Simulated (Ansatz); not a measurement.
# Guessed and relaxed cells of CuPt6

The cell of CuPt6 is invented: random cell by space group and Wyckoff sites (Pm-3m, No. 221). Lengths were set from tabulated atomic sizes, so they are only a guess.

start.cif

```cif
data_structure
_symmetry_space_group_name_H-M 'Pm-3m'
_symmetry_Int_Tables_number 221
_cell_length_a 5.1072
_cell_length_b 5.1072
_cell_length_c 5.1072
_cell_angle_alpha 90.000
_cell_angle_beta 90.000
_cell_angle_gamma 90.000
_cell_volume 133.22
loop_
_atom_site_label
_atom_site_type_symbol
_atom_site_symmetry_multiplicity
_atom_site_Wyckoff_symbol
_atom_site_fract_x
_atom_site_fract_y
_atom_site_fract_z
_atom_site_occupancy
Cu1 Cu 1 b 0.50000 0.50000 0.50000 1
Pt1 Pt 6 f 0.16446 0.50000 0.50000 1
```

Level of theory: Ansatz, DFT PBE, scalar-relativistic, plane waves, PAW. Cutoff 420 eV, Gaussian smearing, Γ-centred meshes. Cell and atoms relax first on a coarse mesh and then on a finer one. In between, the cell is made exact in the group found at 0.06 Å. In metals the finer mesh still leaves noise of several meV/atom or more. The steps can't lower the symmetry of their start. No spin polarisation.

end.cif

```cif
data_structure
_symmetry_space_group_name_H-M 'Pm-3m'
_symmetry_Int_Tables_number 221
_cell_length_a 6.9906
_cell_length_b 6.9906
_cell_length_c 6.9906
_cell_angle_alpha 90.000
_cell_angle_beta 90.000
_cell_angle_gamma 90.000
_cell_volume 341.62
loop_
_atom_site_label
_atom_site_type_symbol
_atom_site_symmetry_multiplicity
_atom_site_Wyckoff_symbol
_atom_site_fract_x
_atom_site_fract_y
_atom_site_fract_z
_atom_site_occupancy
Cu1 Cu 1 b 0.50000 0.50000 0.50000 1
Pt1 Pt 6 f 0.17332 0.50000 0.50000 1
```

The symmetry stays Pm-3m (No. 221). The volume per atom grows by 156.4 %, from 19.0 to 48.8 Å³. The shortest distance goes from 1.68 Å (Pt–Pt) to 2.28 Å (Cu–Pt). The energy falls by about 14.0 eV/atom (the start's value is from the coarse mesh).

| Quantity | Value |
| --- | --- |
| Volume per atom | 48.80 Å³ |
| Density | 6.00 g/cm³ |
| Energy over the elements | +2.16 eV/atom |
| Gap on the 6×6×6 mesh of the 7-atom cell | 0 eV (a metal) |

Energies over the elements count from the elements' standard structures at the same level, with no fitted energy shifts. It can't be a ground state, since the elements alone are lower.

The last run used Gaussian smearing of 0.10 eV. Spin–orbit coupling, which can matter for Pt, is left out. The cell is a metal run without spin; a magnetic state may lie lower. Symmetry constrained the relaxation, so the result can be a saddle point. In all, the 3 runs took 3.2 min on 1 thread of Intel(R) Xeon(R) 6975P-C (Granite Rapids), with other jobs on the host.
